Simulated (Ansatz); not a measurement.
# Chalcopyrite alloy of ZnGeP2 and ZnSiP2 (12 of 16 Ge sites exchanged), 64 atoms

Ansatz, PAW, plane waves. PBEsol relaxation of cell lengths and atoms (angles held) at the single k point (¼, ¼, ¼) without its symmetry partners; single points on the relaxed atoms at the Γ point alone, onto which points of the small cell's zone fold. Arrangement: quasirandom. No spin–orbit coupling unless named.

Relaxed structure:

```
CELL_PARAMETERS angstrom
10.74289 -0.00006 -0.00002
-0.00006 10.74173 -0.00002
-0.00002 -0.00002 10.50819
ATOMIC_POSITIONS crystal
Zn 0.99937 0.00020 0.00046
Zn 0.00105 0.50055 0.99830
Zn 0.50012 0.99986 0.00195
Zn 0.49841 0.50062 0.00063
Zn 0.00122 0.24952 0.24916
Zn 0.00069 0.74918 0.24901
Zn 0.49861 0.24808 0.24873
Zn 0.50018 0.75153 0.24840
Zn 0.25057 0.99838 0.75159
Zn 0.24949 0.50106 0.75192
Zn 0.75018 0.99913 0.75124
Zn 0.75267 0.49947 0.75188
Zn 0.24864 0.24987 0.49801
Zn 0.25018 0.75029 0.50030
Zn 0.75088 0.24964 0.50033
Zn 0.74915 0.75124 0.50188
Ge 0.00147 0.00073 0.49956
Ge 0.49995 0.50142 0.49948
Ge 0.75208 0.50069 0.24882
Ge 0.50030 0.25013 0.75048
Si 0.00181 0.50097 0.50086
Si 0.50066 0.99938 0.49845
Si 0.25104 0.99970 0.24840
Si 0.24941 0.50079 0.24834
Si 0.74982 0.00030 0.24854
Si 0.24970 0.24955 0.00056
Si 0.25026 0.75043 0.99914
Si 0.75195 0.24967 0.99941
Si 0.75026 0.75133 0.99857
Si 0.00115 0.25125 0.75038
Si 0.00034 0.75003 0.75039
Si 0.50072 0.75169 0.75064
P 0.13235 0.12435 0.12498
P 0.13206 0.62484 0.12300
P 0.63280 0.12517 0.12385
P 0.62961 0.62815 0.12106
P 0.12198 0.12751 0.62889
P 0.11850 0.62541 0.62588
P 0.62071 0.12118 0.62163
P 0.62121 0.62711 0.62982
P 0.36703 0.37439 0.12475
P 0.36744 0.87464 0.12377
P 0.87258 0.37224 0.12035
P 0.86755 0.87429 0.12473
P 0.37412 0.11673 0.37440
P 0.37203 0.62140 0.37002
P 0.87240 0.12032 0.37074
P 0.87782 0.62172 0.37942
P 0.12439 0.38317 0.37367
P 0.12809 0.87904 0.37078
P 0.62472 0.37577 0.37359
P 0.62541 0.88181 0.37379
P 0.12558 0.36755 0.87533
P 0.12402 0.86748 0.87523
P 0.62796 0.37109 0.87912
P 0.62429 0.86907 0.87565
P 0.37496 0.37517 0.62429
P 0.38284 0.87501 0.62445
P 0.88323 0.37486 0.62446
P 0.88019 0.87299 0.62812
P 0.37282 0.12860 0.87892
P 0.37508 0.63320 0.87442
P 0.87549 0.13212 0.87366
P 0.87589 0.63299 0.87539
```

Question: What are the mean bond lengths by pair (pairs within 1.2 times the sum of covalent radii, less contacts 15 % beyond the pair's median; cation–cation pairs of compounds aside; long ionic contacts are cut short by that bound)?

Answer: Ge–P 2.322 ± 0.003 Å (standard deviation, 16 bonds); P–Si 2.258 ± 0.006 Å (standard deviation, 48 bonds); P–Zn 2.345 ± 0.007 Å (standard deviation, 64 bonds).

Question: What gap lies between the top filled and the lowest empty level in the single points?

Answer: HSE06 1.97 eV (8.4 min on 7 threads of Neoverse-V2).
